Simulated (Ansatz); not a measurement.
Data:

GaAs:
```cif
data_AsGa
_chemical_formula_sum 'Ga1 As1'
_space_group_name_H-M_alt 'P4/mmm'
_space_group_IT_number 123
_space_group_name_Hall '-P 4 2'
_cell_length_a 2.64252
_cell_length_b 2.64252
_cell_length_c 5.35629
_cell_angle_alpha 90.000
_cell_angle_beta 90.000
_cell_angle_gamma 90.000
loop_
_atom_site_label
_atom_site_type_symbol
_atom_site_symmetry_multiplicity
_atom_site_Wyckoff_symbol
_atom_site_fract_x
_atom_site_fract_y
_atom_site_fract_z
_atom_site_occupancy
Ga1 Ga 1 b 0.00000 0.00000 0.50000 1
As1 As 1 a 0.00000 0.00000 0.00000 1
```

This is the LDA-relaxed structure.

All from the program Ansatz at the LDA level (PAW), unless another level is named. Give the highest zone-centre frequency.

20.0 meV.

Give the bulk modulus (Birch–Murnaghan fit).

77.9 GPa.

The first step of the workflow began from a Materials Project structure, measured or hypothetical; the Crystallography Open Database copy checked does not list it. It is not the phase usual at ambient conditions (space group No. 216). The cell was relaxed with LDA under the symmetry of its start; of distortions, only those at the zone centre were tested. On the denser mesh and wider smearing of the elastic run this cell carries a stress of 1.3 GPa.

Potentials: the later of the program's two PAW sets.
